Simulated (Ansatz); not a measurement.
CoPtRh:
```
CoPtRh
1.0
    2.70405     0.00000     0.00000
   -1.35202     2.34177     0.00000
    0.00000     0.00000     6.56238
Co Pt Rh
1 1 1
Direct
  0.00000   0.00000   0.99384
  0.33333   0.66667   0.32185
  0.66667   0.33333   0.68431
```
Starting moments (μB, in the order of the atoms Co Pt Rh): 2.0 0.3 0.6.

Relaxed with PBE. Special points in fractions of this cell's reciprocal vectors: Γ (0.000, 0.000, 0.000); M (0.500, 0.000, 0.000); K (0.333, 0.333, 0.000); A (0.000, 0.000, 0.500); L (0.500, 0.000, 0.500); H (0.333, 0.333, 0.500).

**Question.** List the band energies nearest the Fermi level at these points for PBE (plane waves, PAW; program Ansatz).

**Answer.** In eV from the Fermi level; about four levels below and three above (degenerate sets whole), none deeper than 8.9 eV; … stands for higher levels left out; points with the same levels are listed once.

```tsv
k	below	above
Γ ↑	-1.05 -1.05 -0.42 -0.42	10.57 …
M ↑	-2.47 -2.46 -1.37 -0.27 -0.20	0.31 0.72 1.81
K ↑	-1.50 -1.20 -0.92 -0.52	4.07 5.02 5.41
A ↑	-1.30 -1.30 -0.11 -0.11	0.15 6.56 …
L ↑	-1.35 -0.83 -0.46 -0.06	0.30 0.71 2.39
H ↑	-1.64 -1.01 -0.36 -0.14	4.56 4.90 5.85
Γ ↓	-0.46 -0.46 -0.04 -0.04	0.55 0.55 10.80
M ↓	-2.33 -1.75 -1.43 -1.17	0.47 0.74 0.94
K ↓	-1.91 -1.52 -0.36 -0.05	0.07 0.49 0.52
A ↓	-0.92 -0.92 -0.14 -0.14	0.20 0.90 0.90
L ↓	-1.50 -0.68 -0.64 -0.04	0.35 0.50 0.78
H ↓	-2.29 -1.63 -0.49 -0.24	0.57 0.69 0.84
```

Space group P3m1. The start of the workflow was typed in or built on a structure type; neither database checked (COD, Materials Project) lists it. Whether it is the stable phase at ambient conditions was not checked. The cell was relaxed with PBE under the symmetry of its start; its stability against distortions is not shown here. The final state is ferromagnetic, chosen from 3 collinear starts compared on coarse meshes (ties went to the first, and starts can fall back to one state), not a proven ground state. Scalar-relativistic: spin–orbit coupling is off unless named, which matters more the heavier the elements.

Potentials: the earlier of the program's two PAW sets.
